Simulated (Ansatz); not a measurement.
Values for one crystal, relaxed and computed with PBEsol in the plane-wave PAW code Ansatz; other levels are named.

* **Volume per atom**: 14.35 Å³
* **Electronic character**: metallic (no gap)
* **Gap with spin–orbit coupling**: none (metallic)
* **Bulk modulus (Birch–Murnaghan fit)**: 268 GPa
* **Pressure derivative B′**: 4.4
* **Density of states at the Fermi level**: 0.43 states/eV per atom (mean over ±0.08 eV)
* **Elastic constants (relaxed ions, GPa)**: C11 = 503, C12 = 151, C44 = 120

Problem. Pick the material that matches.
A) SrSi2, I4_1/amd (Sr on 4a, Si on 8e)
B) Ti3Sb, A15 (Cr3Si type)
C) CoSi, P-6m2 (Co on 1a, Si on 1f)
D) SiMo3, A15 (Cr3Si type)

Solution. D, SiMo3, A15 (Cr3Si type)

Space group Pm-3n (A15 (Cr3Si type)). The PBEsol relaxation kept the symmetry of its start; of distortions, only those at the zone centre were tested. The run is not spin-polarised. As this level gives no gap, shear constants depend on the k-mesh and smearing (Fermi–Dirac, 0.1 eV here). Spin–orbit coupling is left out wherever it is not named.

Potentials: the later of the program's two PAW sets.
